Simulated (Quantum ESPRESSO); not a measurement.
## Sc2In3TiRhRu (one run as intended and one with a planted mistake)

A calculation, not a measurement. The program is pw.x of Quantum ESPRESSO 7.5 (plane-wave density functional theory). The cell is made up: eight metal atoms on a face-centred cubic lattice, with elements, volume, strain and displacements drawn at random and not relaxed, so it may be unstable or far from any real phase. PseudoDojo standard norm-conserving files set the functional (PBE unless stated); there is no spin polarisation or spin-orbit coupling, the Fermi-Dirac width of 0.25 eV means electrons at about 2900 K, and the masses in the input are unused placeholders. A spin test at this wide smearing found no moment, but such smearing suppresses magnetism that the real alloy may have.

Intended input:

```
&control calculation='scf', pseudo_dir='./dojo.nc.sr.pbe.v0_5.standard.upf', outdir='./o', disk_io='minimal', tprnfor=.true., tstress=.true. /
&system ibrav=0, nat=8, ntyp=5, nbnd=69, ecutwfc=87.97787729, nosym=.true., tot_charge=0,
 occupations='smearing', smearing='fd', degauss=0.0183746611
/
&electrons conv_thr=1.470e-08, electron_maxstep=70, mixing_beta=0.5 /
ATOMIC_SPECIES
In 1.0 In.upf
Rh 1.0 Rh.upf
Ru 1.0 Ru.upf
Sc 1.0 Sc.upf
Ti 1.0 Ti.upf
CELL_PARAMETERS angstrom
-2.2378 -4.4508 -2.252
-4.3638 2.1969 2.1971
0.0266 4.3181 -4.2653
ATOMIC_POSITIONS angstrom
Sc -0.0197 0.0054 0.0025
In -0.0261 2.1751 -2.1803
In -2.173 2.1946 0.0433
Ti -2.1326 4.3315 -2.0918
Rh -2.1676 -0.0606 -2.1732
Ru -2.1621 2.1145 -4.3172
Sc -4.4199 -0.0445 -0.0023
In -4.3693 2.1377 -2.2017
K_POINTS automatic
5 5 4 1 1 1
```

The log is shortened where brackets say so; the opening notice, blank lines, dates and the lines on written files are dropped, and the path of the files is cut. It prints rydbergs, bohrs and kilobars, and counts compression as positive stress. Its total energy is the free energy E - TS of the whole cell.

Log of the intended run:

```
     Program PWSCF v.7.5
     Parallel version (MPI & OpenMP), running on       4 processor cores
     Number of MPI processes:                 4
     Threads/MPI process:                     1
     [start-up lines left out]
     bravais-lattice index     =            0
     lattice parameter (alat)  =      10.3313  a.u.
     unit-cell volume          =    1129.3261 (a.u.)^3
     number of atoms/cell      =            8
     number of atomic types    =            5
     number of electrons       =       106.00
     number of Kohn-Sham states=           69
     kinetic-energy cutoff     =      87.9779  Ry
     charge density cutoff     =     351.9115  Ry
     scf convergence threshold =      1.5E-08
     mixing beta               =       0.5000
     number of iterations used =            8  plain     mixing
     Exchange-correlation= PBE
                           (   1   4   3   4   0   0   0)
     [axes and pseudopotential details left out]
   Cartesian axes
     site n.     atom                  positions (alat units)
         1        Sc     tau(   1) = (  -0.0036034   0.0009877   0.0004573  )
         2        In     tau(   2) = (  -0.0047740   0.3978547  -0.3988058  )
         3        In     tau(   3) = (  -0.3974705   0.4014215   0.0079201  )
         4        Ti     tau(   4) = (  -0.3900809   0.7922889  -0.3826180  )
         5        Rh     tau(   5) = (  -0.3964828  -0.0110845  -0.3975071  )
         6        Ru     tau(   6) = (  -0.3954768   0.3867701  -0.7896732  )
         7        Sc     tau(   7) = (  -0.8084584  -0.0081396  -0.0004207  )
         8        In     tau(   8) = (  -0.7992030   0.3910137  -0.4027202  )
     number of k points=    50  Fermi-Dirac smearing, width (Ry)=  0.0184
                       cart. coord. in units 2pi/alat
        k(    1) = (  -0.1751219   0.0309708  -0.1299574), wk =   0.0400000
        k(    2) = (  -0.2145811   0.1513872  -0.3287353), wk =   0.0400000
     [further k points left out]
     Dense  grid:   125869 G-vectors     FFT dimensions: (  64,  64,  72)
     Estimated max dynamical RAM per process >     429.32 MB
     Estimated total dynamical RAM >       1.59 GB
     Initial potential from superposition of free atoms
     starting charge     105.9800, renormalised to     106.0000
     Starting wfcs are   77 randomized atomic wfcs
     total cpu time spent up to now is        6.9 secs
     per-process dynamical memory:   330.8 Mb
     Self-consistent Calculation
     iteration #  1     ecut=    87.98 Ry     beta= 0.50
     Davidson diagonalization with overlap
     ethr =  1.00E-02,  avg # of iterations =  2.6
     Threshold (ethr) on eigenvalues was too large:
     Diagonalizing with lowered threshold
     Davidson diagonalization with overlap
     ethr =  9.41E-04,  avg # of iterations =  2.0
     total cpu time spent up to now is       34.4 secs
     total energy              =   -1147.24075273 Ry
     estimated scf accuracy    <       1.10475411 Ry
     iteration #  2     ecut=    87.98 Ry     beta= 0.50
     Davidson diagonalization with overlap
     ethr =  1.04E-03,  avg # of iterations =  5.0
     total cpu time spent up to now is       50.9 secs
     total energy              =   -1147.23752924 Ry
     estimated scf accuracy    <      10.42855706 Ry
     [iterations 3 to 14 left out]
     iteration # 15     ecut=    87.98 Ry     beta= 0.50
     Davidson diagonalization with overlap
     ethr =  2.47E-11,  avg # of iterations =  3.5
     total cpu time spent up to now is      217.3 secs
     total energy              =   -1147.86038818 Ry
     estimated scf accuracy    <       0.00000002 Ry
     iteration # 16     ecut=    87.98 Ry     beta= 0.50
     Davidson diagonalization with overlap
     ethr =  2.11E-11,  avg # of iterations =  1.3
     total cpu time spent up to now is      228.1 secs
     End of self-consistent calculation
     [lines on levels left out]
!    total energy              =   -1147.86038817 Ry
     estimated scf accuracy    <          9.6E-09 Ry
     smearing contrib. (-TS)   =      -0.13520182 Ry
     internal energy E=F+TS    =   -1147.72518636 Ry
     The total energy is F=E-TS. E is the sum of the following terms:
     one-electron contribution =    -358.23904636 Ry
     hartree contribution      =     238.59073426 Ry
     xc contribution           =    -241.91105001 Ry
     ewald contribution        =    -786.16582425 Ry
     convergence has been achieved in  16 iterations
     Forces acting on atoms (cartesian axes, Ry/au):
     atom    1 type  4   force =    -0.03872587   -0.00935794   -0.00066385
     atom    2 type  1   force =    -0.02447180   -0.00397281   -0.00665069
     atom    3 type  1   force =     0.02377587   -0.00813809    0.01501194
     atom    4 type  5   force =     0.02496696    0.01687601    0.00120352
     atom    5 type  2   force =    -0.00175681   -0.00199158   -0.00304669
     atom    6 type  3   force =     0.00085176   -0.00107768    0.00673758
     atom    7 type  4   force =     0.01114019    0.00889773   -0.00690155
     atom    8 type  1   force =     0.00421969   -0.00123566   -0.00569026
     Total force =     0.066176     Total SCF correction =     0.000175
     Computing stress (Cartesian axis) and pressure
          total   stress  (Ry/bohr**3)                   (kbar)     P=      -70.01
  -0.00060176  -0.00002134  -0.00003470          -88.52       -3.14       -5.10
  -0.00002134  -0.00042640  -0.00019984           -3.14      -62.73      -29.40
  -0.00003470  -0.00019984  -0.00039967           -5.10      -29.40      -58.79
     init_run     :      6.63s CPU      6.83s WALL (       1 calls)
     electrons    :    219.10s CPU    221.20s WALL (       1 calls)
     forces       :      1.50s CPU      1.51s WALL (       1 calls)
     stress       :      5.11s CPU      5.20s WALL (       1 calls)
     [timing details left out]
     PWSCF        :   3m52.47s CPU   3m54.88s WALL
     JOB DONE.
```

A second run has one planted mistake: one coordinate of one atom is wrong. The input lines that differ:

```
- Rh -2.1676 -0.0606 -2.1732
+ Rh -2.1676 0.0294 -2.1732
```

Its log:

```
     Program PWSCF v.7.5
     Parallel version (MPI & OpenMP), running on       4 processor cores
     Number of MPI processes:                 4
     Threads/MPI process:                     1
     [start-up lines left out]
     bravais-lattice index     =            0
     lattice parameter (alat)  =      10.3313  a.u.
     unit-cell volume          =    1129.3261 (a.u.)^3
     number of atoms/cell      =            8
     number of atomic types    =            5
     number of electrons       =       106.00
     number of Kohn-Sham states=           69
     kinetic-energy cutoff     =      87.9779  Ry
     charge density cutoff     =     351.9115  Ry
     scf convergence threshold =      1.5E-08
     mixing beta               =       0.5000
     number of iterations used =            8  plain     mixing
     Exchange-correlation= PBE
                           (   1   4   3   4   0   0   0)
     [axes and pseudopotential details left out]
   Cartesian axes
     site n.     atom                  positions (alat units)
         1        Sc     tau(   1) = (  -0.0036034   0.0009877   0.0004573  )
         2        In     tau(   2) = (  -0.0047740   0.3978547  -0.3988058  )
         3        In     tau(   3) = (  -0.3974705   0.4014215   0.0079201  )
         4        Ti     tau(   4) = (  -0.3900809   0.7922889  -0.3826180  )
         5        Rh     tau(   5) = (  -0.3964828   0.0053777  -0.3975071  )
         6        Ru     tau(   6) = (  -0.3954768   0.3867701  -0.7896732  )
         7        Sc     tau(   7) = (  -0.8084584  -0.0081396  -0.0004207  )
         8        In     tau(   8) = (  -0.7992030   0.3910137  -0.4027202  )
     number of k points=    50  Fermi-Dirac smearing, width (Ry)=  0.0184
                       cart. coord. in units 2pi/alat
        k(    1) = (  -0.1751219   0.0309708  -0.1299574), wk =   0.0400000
        k(    2) = (  -0.2145811   0.1513872  -0.3287353), wk =   0.0400000
     [further k points left out]
     Dense  grid:   125869 G-vectors     FFT dimensions: (  64,  64,  72)
     Estimated max dynamical RAM per process >     429.32 MB
     Estimated total dynamical RAM >       1.59 GB
     Initial potential from superposition of free atoms
     starting charge     105.9800, renormalised to     106.0000
     Starting wfcs are   77 randomized atomic wfcs
     total cpu time spent up to now is        6.8 secs
     per-process dynamical memory:   340.7 Mb
     Self-consistent Calculation
     iteration #  1     ecut=    87.98 Ry     beta= 0.50
     Davidson diagonalization with overlap
     ethr =  1.00E-02,  avg # of iterations =  2.6
     Threshold (ethr) on eigenvalues was too large:
     Diagonalizing with lowered threshold
     Davidson diagonalization with overlap
     ethr =  9.28E-04,  avg # of iterations =  2.1
     total cpu time spent up to now is       32.8 secs
     total energy              =   -1147.24824991 Ry
     estimated scf accuracy    <       1.09114655 Ry
     iteration #  2     ecut=    87.98 Ry     beta= 0.50
     Davidson diagonalization with overlap
     ethr =  1.03E-03,  avg # of iterations =  5.0
     total cpu time spent up to now is       49.3 secs
     total energy              =   -1147.23936528 Ry
     estimated scf accuracy    <      10.37039362 Ry
     [iterations 3 to 14 left out]
     iteration # 15     ecut=    87.98 Ry     beta= 0.50
     Davidson diagonalization with overlap
     ethr =  3.48E-11,  avg # of iterations =  3.2
     total cpu time spent up to now is      226.0 secs
     total energy              =   -1147.85982122 Ry
     estimated scf accuracy    <       0.00000003 Ry
     iteration # 16     ecut=    87.98 Ry     beta= 0.50
     Davidson diagonalization with overlap
     ethr =  3.02E-11,  avg # of iterations =  1.1
     total cpu time spent up to now is      237.4 secs
     End of self-consistent calculation
     [lines on levels left out]
!    total energy              =   -1147.85982122 Ry
     estimated scf accuracy    <          7.1E-09 Ry
     smearing contrib. (-TS)   =      -0.13500313 Ry
     internal energy E=F+TS    =   -1147.72481809 Ry
     The total energy is F=E-TS. E is the sum of the following terms:
     one-electron contribution =    -358.79831716 Ry
     hartree contribution      =     238.86799832 Ry
     xc contribution           =    -241.91262064 Ry
     ewald contribution        =    -785.88187862 Ry
     convergence has been achieved in  16 iterations
     Forces acting on atoms (cartesian axes, Ry/au):
     atom    1 type  4   force =    -0.03912760   -0.00879140   -0.00133870
     atom    2 type  1   force =    -0.02378798   -0.00341265   -0.00662632
     atom    3 type  1   force =     0.02479683   -0.00769686    0.01535852
     atom    4 type  5   force =     0.02442354    0.01747525    0.00091283
     atom    5 type  2   force =    -0.00215404   -0.00478772   -0.00131347
     atom    6 type  3   force =     0.00107539   -0.00118248    0.00607121
     atom    7 type  4   force =     0.01141801    0.00930972   -0.00720155
     atom    8 type  1   force =     0.00335585   -0.00091386   -0.00586251
     Total force =     0.066545     Total SCF correction =     0.000159
     Computing stress (Cartesian axis) and pressure
          total   stress  (Ry/bohr**3)                   (kbar)     P=      -69.85
  -0.00059793  -0.00001715  -0.00002987          -87.96       -2.52       -4.39
  -0.00001715  -0.00042317  -0.00019772           -2.52      -62.25      -29.09
  -0.00002987  -0.00019772  -0.00040341           -4.39      -29.09      -59.34
     init_run     :      6.51s CPU      6.70s WALL (       1 calls)
     electrons    :    226.79s CPU    230.64s WALL (       1 calls)
     forces       :      1.62s CPU      1.64s WALL (       1 calls)
     stress       :      5.46s CPU      5.59s WALL (       1 calls)
     [timing details left out]
     PWSCF        :   4m 0.47s CPU   4m 4.70s WALL
     JOB DONE.
```

|  | intended run | run with the mistake |
| --- | --- | --- |
| free energy (eV) | -15617.436 | -15617.428 |
| entropy term -TS, part of it (eV) | -1.840 | -1.837 |
| pressure (GPa) | -7.00 | -6.99 |
| size of the largest force component (eV/Å) | 0.996 | 1.006 |
| largest change of a force component (eV/Å) |  | 0.072 |
| iterations | 16 | 16 |

For scale, a rerun of the intended cell at a higher cutoff and on a denser mesh moved values by no more than 0.003 eV in energy, 0.03 GPa in stress and 0.003 eV/Å in force, and a second program with other atomic files agreed on that cell to 2 % rms in force and 0.5 GPa in pressure.